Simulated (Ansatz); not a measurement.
# Si: energy along a strain

Si, I4/mmm, a = 3.254 Å, c = 2.641 Å (as given, not relaxed at this level: -0.3 GPa). This isn't the element's structure at ambient conditions. Ansatz: LDA, PAW, 420 eV, Γ-centred 22×22×22 mesh on 1 atom, Gaussian smearing 0.15 eV; no spin polarisation. Cell vectors (Å): -1.627 1.627 1.320; 1.627 -1.627 1.320; 1.627 1.627 -1.320. The cell is strained by x per cent times the pattern (1 -1 0 0 0 0) in the order xx yy zz yz xz xy (engineering shears), with fractional coordinates held. y is the free energy over the start, V0 = 13.979 Å³/atom. Symmetry makes y even in x. Points with a strain past 8.5 % were computed too (2) and aren't used here.

```
x (%) y (meV/atom)
-5.00         19.73
 0.00          0.00
 1.25          0.88
 2.50          4.52
 3.75             ?
 6.25         28.41
 7.50         36.05
```

Question: Fit y = c2 x² + c4 x⁴ to the other rows, get the stiffness along the pattern, and predict the missing energy.

Answer: Least squares on the rows shown. y = 0.89351 x² − 0.0044409 x⁴. The clamped-ion stiffness p·C·p = 2 × 8.935 eV × 160.2 / 13.979 Å³ = 205 GPa. With a term in x⁶ added, the coefficient of x² becomes 0.7609, 15 % less, which shows how far this figure hangs on the form. At x = 3.75 the fit asked for gives 11.69 meV/atom. The run gave 11.63 meV/atom, so the fit is 0.06 meV/atom too high, within the rms miss on the fitted rows (0.49 meV/atom).